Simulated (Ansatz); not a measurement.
Sb (A7 type, space group R-3m)

```yaml
crystal:
  lattice:
    - [2.16397, 1.24937, 3.78144]
    - [-2.16397, 1.24937, 3.78144]
    - [0.00000, -2.49874, 3.78144]
  atoms:
    - { symbol: Sb, position: [0.23324, 0.23324, 0.23324] }
    - { symbol: Sb, position: [0.76676, 0.76676, 0.76676] }
```

The slice is a (1 -1 0 2) plane (indices of the conventional cell) through the point (0.233, 0.233, 0.233) (fractional), spanned by u = [1 0 -1] and v = [010] in vectors of this cell: u (4.33 Å) and v (4.53 Å, at 90° to u). It covers one period; positions are fractions (u, v).

All values below come from r2SCAN+rVV10 (plane waves to 500 eV, PAW, scalar-relativistic; Ansatz, a first-principles code). k mesh 13×13×13. Near the nuclei the fields are pseudised (PAW); where an atom keeps semicore shells as valence, they peak there. Sb was relaxed with its symmetry unable to fall. Spin-orbit coupling is left out, though Sb is heavy.

Problem. Sketch the electron localisation function (ELF) on this plane as a map.

Solution. 
```
|xxxx024456764322223467654420xxx|
|xxx01345677654333345677654310xx|
|xx0123457887655555567887543210x|
|0012345689887665566788986543210|
|2233456799987665566789997654332|
|3344567999986554455689999765443|
|4445678999865444444568999876544|
|4556789998654443344456899987655|
|5567889987544332233445789988765|
|5566789875443210012344578987665|
|44566787654320xxxx0234567876654|
|3344677754421xxxxxx124457776443|
|1223567654420xxxxxx024456765322|
|0112467654420xxxxxx024456764211|
|0012356655420xxxxxx024556653210|
|00013566654310xxxx0134566653100|
|0001246665543100001345566642100|
|0001235666554322223455666532100|
|1111234677665544445566776432111|
|3332234567766655556667765432233|
|6554434467777766667777764434455|
|8876554456788888888887654455678|
|8888765445567888888765544567888|
|7777776544456677776654445677777|
|6666777654333455554333456777666|
|5555667765322222222223567766555|
|3344556665421111111124566655443|
|0113455666431000000134666554311|
|xx0134556653200000023566554310x|
|xxx01345666421000012466654310xx|
|xxxx034556643100001346655430xxx|
|xxxx024456653211112356654420xxx|
```
Scale: ten equal steps from 0.05 (start of '0') to 0.69 (end of '9'), in the order '0123456789'. Values: electron localisation function (ELF). The map has 31 points along u (one character each, u = 0 at the left) and 32 along v (v = 0 in the bottom row). Points within 0.5 Å of a nucleus are blanked (x), as the pseudised field means little there.
